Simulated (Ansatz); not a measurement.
Bi₂Te₂Se:
```
Bi2Te2Se
1.0
    2.15447     1.24388    10.35686
   -2.15447     1.24388    10.35686
    0.00000    -2.48777    10.35686
Bi Te Se
2 2 1
Cartesian
  0.00000   0.00000  18.86280
  0.00000   0.00000  12.20778
  0.00000   0.00000   6.75339
  0.00000   0.00000  24.31719
  0.00000   0.00000   0.00000
```

Relaxed with r²SCAN+D4.

Task: Map the valence electron density (e/Å³), cut off at 1 on the plane through (0.607, 0.607, 0.607) spanned by u = [1, 0, 0] and v = [-1, 1, 1] in lattice vectors, from plane-wave PAW r²SCAN+D4 (Ansatz code).

Result: x is the fraction of u, y of v (the angle between them is 39°; rows are the nearest grid lines); atoms in the plane: Bi at (0.00, 0.00), Bi at (0.57, 0.79), Te at (0.22, 0.61), Te at (0.35, 0.18), Se at (0.79, 0.39).
```
|@@@@+.        ..::--::.           .=@@@@|
|@@@@@#-.      ..:---:..             .+@@|
|@@@@@@=:      ..-+**-:.              .=@|
|.-+#@%+-.      .:*@@@@+:.             ..|
|..::--::.       .:*@@@@@#:.            .|
|.:--=--:..        .=@@@@@@+:.          .|
|.:-+++=-:.         .@@@@@@@=.          .|
| .-+@@@@%=:.        .-#@@@@@=:.         |
|  .-*@@@@@@+-.        .:-+**=:.         |
|    .=@@@@@@@+:.      ....:::..         |
|     :=@@@@@@@=:.     ..::::...         |
|       .-*@@@@%=:.    .:=+*+=:..        |
|         .:-+++=-:.    .-*@@@@%=:.      |
|            ...:...     .-*@@@@@@+:.    |
|               ...       .-%@@@@@@+:.   |
|     ..::::.               .=@@@@@@#-.  |
|     .:-+*#*=-.              .-*@@@@*-. |
|.     .:=%@@@@@+:.             .:-=+=-:.|
|.      .-*@@@@@@+:.            ..:::-::.|
|        .:=@@@@@@@+:           .::::... |
|.         .:=@@@@@@*.         ..-+%@#+:.|
|@=.         .:-*@@@@-.         .:=@@@@@@|
|@@+:         .:-+*##-:.         .:#@@@@@|
|@@@@+.        ..::--::.           .=@@@@|
```
Scale: ten equal steps from 0.009 (start of ' ') to 1.00 (end of '@'), in the order ' .:-=+*#%@'; x runs from 0.000 to 1.00, y from 0.000 (bottom) to 1.00 (top).

The density is the valence pseudo-density with augmentation charge, so density and ELF within about 1 Å of a nucleus are not all-electron values.

Space group R-3m. The first step of the workflow began from a Materials Project structure, measured or hypothetical; the Crystallography Open Database copy checked does not list it. Whether it is the stable phase at ambient conditions was not checked. The cell was relaxed with r²SCAN+D4 under the symmetry of its start; whether a distortion lowers the energy is not shown. Spin–orbit coupling is left out wherever it is not named.

Potentials: the later of the program's two PAW sets.
